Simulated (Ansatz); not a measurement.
## LiMg$_{2}$: how the energy converges with the cutoff

LiMg$_{2}$, P1, a = 5.703 Å, b = 5.614 Å, c = 3.418 Å, α, β, γ = 107.5°, 108.3°, 35.6°. Ansatz: PBEsol, PAW, cutoff varied, Γ-centred 10×10×10 mesh on 3 atoms, Gaussian smearing 0.10 eV; no spin polarisation. Single points at one geometry with displaced atoms, the cutoff alone changed; ΔE is the energy at zero smearing over the run at 600 eV (runs within 0.3 meV/atom of it are left out). The runs up to 350 eV lie under the cutoff recommended for these PAW datasets.

```
cutoff (eV)  ΔE (meV/atom)
        200              ?
        250         148.37
        300          14.26
        350           1.00
```

**Question.** Assume ΔE falls exponentially with the cutoff, fit y = ln ΔE against x, the cutoff in eV, to the other rows, and predict the missing value.

**Answer.** y = 5.000, 2.657, 0.000. Means x = 300.0, y = 2.5523; Σ(Δx)² = 5000, ΣΔxΔy = -250.0; the slope is their ratio. y = 17.55 − 0.05000 x, a factor of ten per 46 eV. At 200 eV this gives ΔE = 1900.74 meV/atom. The run gave 1281.67, a ratio of 1.48. Between neighbouring rows the decay runs from a factor of ten per 43 eV to one per 53 eV, so one exponential is only a rough guide.